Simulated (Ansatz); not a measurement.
This run works on a generated trial structure, not on a known crystal.

Input and command of a plane-wave DFT calculation in Ansatz:

```yaml
crystal:
  lattice:
    - [3.53447555, -3.71144464, 0.0]
    - [3.53447555, 3.71144464, 0.0]
    - [0.0, 0.0, 3.17385116]
  atoms:
    - { symbol: Ge, position: [0.81059999, 0.18940001, 0.5] }
    - { symbol: Ge, position: [0.18940001, 0.81059999, 0.5] }
    - { symbol: Ge, position: [0.2852, 0.2852, 0.0] }
    - { symbol: Ge, position: [0.7148, 0.7148, 0.0] }
    - { symbol: Pd, position: [0.0, 0.0, 0.0] }
basis:
  ecutwfc: 420
kpoints:
  mp_grid: { grid: [4, 4, 6] }
hamiltonian:
  xc: pbe
scf:
  occupations: { method: gaussian, width: 0.1 }
  lower_state_search: "off"
output:
  forces: true
  stress: true
  eigenvalues: true
relax:
  adjacent_minimum: "off"
  f_tol: 0.04
  max_steps: 70
  cell: { stress_tol: 0.4 }
```

```bash
ansatz run input.yaml --threads 1 --pin off --max-ram 2560MiB --backend cpu --events-out ev --progress --plain --runs-dir out
```

Processor: Intel(R) Xeon(R) Processor @ 2.70GHz, 1 thread, on a host shared with other jobs.

Estimate time, memory and problem size.

About 110 s, peak memory 0.45 GiB. It solves 45 bands at 28 k points (after reduction by symmetry) with about 1863 plane waves (on the last cell), in 82 SCF iterations over 12 ionic steps.
